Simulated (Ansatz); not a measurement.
Input file for Ansatz (a first-principles code):

Ansatz 0.2 input:
```yaml
crystal:
  lattice:
    - [4.8061033182, 0.0, 0.0]
    - [0.0, 4.8061033182, 0.0]
    - [0.0, 0.0, 4.8061033182]
  atoms:
    - { symbol: Y, position: [0.0, 0.0, 0.0] }
    - { symbol: Y, position: [0.5, 0.5, 0.5] }
    - { symbol: B, position: [0.25, 0.5, 0.0] }
    - { symbol: B, position: [0.75, 0.5, 0.0] }
    - { symbol: B, position: [0.0, 0.25, 0.5] }
    - { symbol: B, position: [0.0, 0.75, 0.5] }
    - { symbol: B, position: [0.5, 0.0, 0.25] }
    - { symbol: B, position: [0.5, 0.0, 0.75] }
    - { symbol: C, position: [0.25, 0.0, 0.5] }
    - { symbol: C, position: [0.75, 0.0, 0.5] }
    - { symbol: C, position: [0.5, 0.25, 0.0] }
    - { symbol: C, position: [0.5, 0.75, 0.0] }
    - { symbol: C, position: [0.0, 0.5, 0.25] }
    - { symbol: C, position: [0.0, 0.5, 0.75] }
kpoints:
  mp_grid: { grid: [5, 5, 5] }
  band_path:
    path:
      - [[0.0, 0.0, 0.0], [0.0, 0.5, 0.0], [0.5, 0.5, 0.0], [0.0, 0.0, 0.0], [0.5, 0.5, 0.5], [0.0, 0.5, 0.0]]  # Γ-X-M-Γ-R-X
      - [[0.5, 0.5, 0.5], [0.5, 0.5, 0.0]]  # R-M
      - [VBM, CBM]
    npoints: 12
basis: { xc_grid: 2 }
hamiltonian:
  xc: pbe
  pseudopotentials: { azcp: { folder: ./paw }, kind: paw_fr }
magnetization: { noncollinear: true, spin_orbit: true }
scf:
  n_extra_bands: 28
  convergence: { dr2_threshold: 0.0000000001 }
  occupations: { method: gaussian, width: 0.01 }
checkpoint: { write: soc.run }
output: { eigenvalues: true }
```

Output (shortened):

```
Pseudopotential: Y, paw, valence charge 11
Pseudopotential: B, paw, valence charge 3
Pseudopotential: C, paw, valence charge 4
Functional definition: PBE
non-collinear run that drives no moment, with spin-orbit …
Crystal: 14 atoms, lattice volume = 111.014 Å³
Basis set: ecut = 420 eV, 2109 PW (Γ), exchange–correlation on 72×72×72 points (8 copies of the dense FFT grid, shifted against one another)
Bands: 92, of which v1, the nominal top of the filled ones, is band 64 counted from 1 (63 counted from 0)
Symmetry: 48 space group operations + 48 with time reversal
k-points: 10 of 125
Projection manifold: j_resolved (fully-relativistic pseudo-atomic orbitals)
SCF iter   1: F=—  HF=-10144.524457 eV  |F-HF|=—  |Δ(HF+E_count)|=         —  Δρ=8.90e-2  dr2=1.15e1  dr2_m=0.00e0 (ungated)  ethr=3.10e-3  |M|=0.00e0 ∫|m|=0.00e0 μB  |m|>n=0.0e0 m-floor=0.0e0 τ_xc=0.0e0  β_m=0.30  ⟨swp⟩=5.5  Hψ=2160  notcnv=0  defer=98
preconditioner: auto → Resta (q_TF=auto, 2.489 Å⁻¹)
spin=Noncollinear: Resta preconditioning applied to the charge; magnetization (m_x, m_y, m_z) channels mix plain (no charge-response kernel on spin).
SCF iter   2: F=—  HF=-10142.332116 eV  |F-HF|=—  |Δ(HF+E_count)|=    2.19e0  Δρ=5.73e-2  dr2=4.76e0  dr2_m=0.00e0 (ungated)  ethr=3.10e-3  |M|=0.00e0 ∫|m|=0.00e0 μB  |m|>n=0.0e0 m-floor=0.0e0 τ_xc=0.0e0  β_m=0.55  ⟨swp⟩=2.9  Hψ=748  notcnv=0  defer=210
SCF iter   3: F=—  HF=-10140.876475 eV  |F-HF|=—  |Δ(HF+E_count)|=    1.46e0  Δρ=9.64e-3  dr2=6.88e-2  dr2_m=0.00e0 (ungated)  ethr=3.10e-3  |M|=0.00e0 ∫|m|=0.00e0 μB  |m|>n=0.0e0 m-floor=0.0e0 τ_xc=0.0e0  β_m=0.63  ⟨swp⟩=3.6  Hψ=671  notcnv=0  defer=210
SCF iter   4: F=—  HF=-10140.873257 eV  |F-HF|=—  |Δ(HF+E_count)|=   3.22e-3  Δρ=2.70e-3  dr2=3.78e-3  dr2_m=0.00e0 (ungated)  ethr=1.08e-4  |M|=0.00e0 ∫|m|=0.00e0 μB  |m|>n=0.0e0 m-floor=0.0e0 τ_xc=0.0e0  β_m=0.81  ⟨swp⟩=3.7  Hψ=868  notcnv=0  defer=218
SCF iter   5: F=—  HF=-10140.875151 eV  |F-HF|=—  |Δ(HF+E_count)|=   1.89e-3  Δρ=3.91e-4  dr2=2.11e-4  dr2_m=0.00e0 (ungated)  ethr=5.90e-6  |M|=0.00e0 ∫|m|=0.00e0 μB  |m|>n=0.0e0 m-floor=0.0e0 τ_xc=0.0e0  β_m=0.91  ⟨swp⟩=2.1  Hψ=703  notcnv=0  defer=218
SCF iter   6: F=—  HF=-10140.875150 eV  |F-HF|=—  |Δ(HF+E_count)|=   1.53e-6  Δρ=1.01e-4  dr2=1.44e-5  dr2_m=0.00e0 (ungated)  ethr=3.29e-7  |M|=0.00e0 ∫|m|=0.00e0 μB  |m|>n=0.0e0 m-floor=0.0e0 τ_xc=0.0e0  β_m=0.95  ⟨swp⟩=2.0  Hψ=591  notcnv=0  defer=218
SCF iter   7: F=—  HF=-10140.875144 eV  |F-HF|=—  |Δ(HF+E_count)|=   5.95e-6  Δρ=1.27e-5  dr2=1.25e-7  dr2_m=0.00e0 (ungated)  ethr=2.25e-8  |M|=0.00e0 ∫|m|=0.00e0 μB  |m|>n=0.0e0 m-floor=0.0e0 τ_xc=0.0e0  β_m=0.98  ⟨swp⟩=2.0  Hψ=586  notcnv=0  defer=218
SCF iter   8: F=—  HF=-10140.875223 eV  |F-HF|=—  |Δ(HF+E_count)|=   7.89e-5  Δρ=1.44e-6  dr2=1.84e-9  dr2_m=0.00e0 (ungated)  ethr=1.96e-10  |M|=0.00e0 ∫|m|=0.00e0 μB  |m|>n=0.0e0 m-floor=0.0e0 τ_xc=0.0e0  β_m=0.99  ⟨swp⟩=2.0  Hψ=603  notcnv=0  defer=218
SCF iter   9: F=-10140.875223 eV  HF=-10140.875223 eV  |F-HF|=1.09e-11  |Δ(HF+E_count)|=   1.23e-9  Δρ=1.93e-7  dr2=3.80e-11  dr2_m=0.00e0 (ungated)  ethr=1.00e-12  |M|=0.00e0 ∫|m|=0.00e0 μB  |m|>n=0.0e0 m-floor=0.0e0 τ_xc=0.0e0  ⟨swp⟩=11.1  Hψ=2267  notcnv=0
SCF 1 converged in 9 iterations: F = -10140.875223 eV  dr2 = 3.80e-11
NSCF: frozen V_eff on 20 k-points
NSCF: frozen V_eff on 20 k-points
NSCF: frozen V_eff on 20 k-points
NSCF: frozen V_eff on 19 k-points
NSCF: frozen V_eff on 20 k-points
NSCF: frozen V_eff on 14 k-points
NSCF: frozen V_eff on 8 k-points
NSCF: frozen V_eff on 8 k-points
NSCF: frozen V_eff on 5 k-points
NSCF: frozen V_eff on 87 k-points
SCF converged after 9 iterations
Magnetization: |M| = 0.0000 μB,  M = (+0.0000, +0.0000, +0.0000) μB
Absolute magnetization: 0.0000 μB (∫|m|)
  site 0: m = (+0.0000, +0.0000, +0.0000) μB, |m| = 0.0000 μB  (R = 1.11 Å)
  site 1: m = (+0.0000, +0.0000, +0.0000) μB, |m| = 0.0000 μB  (R = 1.11 Å)
  site 2: m = (+0.0000, +0.0000, +0.0000) μB, |m| = 0.0000 μB  (R = 0.70 Å)
  site 3: m = (+0.0000, +0.0000, +0.0000) μB, |m| = 0.0000 μB  (R = 0.70 Å)
  site 4: m = (+0.0000, +0.0000, +0.0000) μB, |m| = 0.0000 μB  (R = 0.70 Å)
  site 5: m = (+0.0000, +0.0000, +0.0000) μB, |m| = 0.0000 μB  (R = 0.70 Å)
  site 6: m = (+0.0000, +0.0000, +0.0000) μB, |m| = 0.0000 μB  (R = 0.70 Å)
  site 7: m = (+0.0000, +0.0000, +0.0000) μB, |m| = 0.0000 μB  (R = 0.70 Å)
  site 8: m = (+0.0000, +0.0000, +0.0000) μB, |m| = 0.0000 μB  (R = 0.70 Å)
  site 9: m = (+0.0000, +0.0000, +0.0000) μB, |m| = 0.0000 μB  (R = 0.70 Å)
  site 10: m = (+0.0000, +0.0000, +0.0000) μB, |m| = 0.0000 μB  (R = 0.70 Å)
  site 11: m = (+0.0000, +0.0000, +0.0000) μB, |m| = 0.0000 μB  (R = 0.70 Å)
  site 12: m = (+0.0000, +0.0000, +0.0000) μB, |m| = 0.0000 μB  (R = 0.70 Å)
  site 13: m = (+0.0000, +0.0000, +0.0000) μB, |m| = 0.0000 μB  (R = 0.70 Å)
Free energy (F): -10140.875223 eV
Harris-Foulkes:  -10140.875223 eV  (|F-HF|=1.09e-11)
Internal energy: -10140.875223 eV  (E = F + TS)
E sigma→0 (E₀):  -10140.875223 eV
Fermi energy:    15.185283 eV
--- Per-component energies (eV) ---
  E_band       = 119.719716
  E_kinetic    = 1475.575070
  E_local      = -1103.601709  (includes V_loc(G=0)·N_el)
  E_nonlocal   = 234.054939
  E_hartree    = 327.856751
  E_xc         = -847.900463
  E_vxc        = -1006.403546  (∫ρ·V_xc dr)
  E_paw        = -6699.604345  (= ΣΔE_a)
  E_vpaw       = -135.618806  (= ΣTr[D̂ρ^β])
  E_aug_tail   = 0.000192  (compensation charges beyond the density's cutoff)
  E_ewald      = -3527.255657
  E_smearing   =  0.000000  (= −TS)
  E_closure    =  0.000000  (closes the sum)
  Σ components = -10140.875223   (vs F -10140.875223, Δ=0.00e0)
  [band-id]    e_kinetic+e_local+e_nonlocal+2·e_hartree+e_vxc+e_vpaw+e_augmentation_tail = 119.719641   (vs E_band 119.719716, Δ=-7.45e-5)
--- Band table (eV; the first three rows and the last of 10) ---
  k-point 0: bands = ["-29.1786", "-29.1786", "-29.1593", "-29.1593", "-10.3386", "-10.3386", "-10.2052", "-10.2052", "-8.9574", "-8.9574", "-8.9574", "-8.9574", "-8.7815", "-8.7815", "-8.7815", "-8.7815", "-2.6286", "-2.6286", "-0.0822", "-0.0822", …
  k-point 1: bands = ["-29.1765", "-29.1765", "-29.1609", "-29.1609", "-10.3328", "-10.3328", "-10.2254", "-10.2254", "-8.9628", "-8.9628", "-8.9391", "-8.9391", "-8.8227", "-8.8227", "-8.7966", "-8.7966", "-2.3694", "-2.3694", "-0.2421", "-0.2421", "0.1003", …
  k-point 2: bands = ["-29.1712", "-29.1712", "-29.1652", "-29.1652", "-10.3115", "-10.3115", "-10.2707", "-10.2707", "-8.9549", "-8.9549", "-8.9028", "-8.9028", "-8.8924", "-8.8924", "-8.8380", "-8.8380", "-1.6907", "-1.6907", "-0.8484", "-0.8484", "0.6310", …
  k-point 9: bands = ["-29.1670", "-29.1670", "-29.1664", "-29.1664", "-10.3251", "-10.3251", "-10.3214", "-10.3214", "-8.9889", "-8.9889", "-8.9823", "-8.9823", "-8.8996", "-8.8996", "-8.8962", "-8.8962", "-0.2302", "-0.2302", "0.2419", "0.2419", "0.3151", …
```

Cost: about 8 core-minutes (a rough figure) on shared cores.

Space group Pm-3n. The start of the workflow was typed in or built on a structure type; neither database checked (COD, Materials Project) lists it. Its standing as an ambient phase is unchecked. The PBE relaxation kept the symmetry of its start; its stability against distortions is not shown here. The run is not spin-polarised.

Potentials: the earlier of the program's two PAW sets.

Ansatz is a plane-wave DFT program.
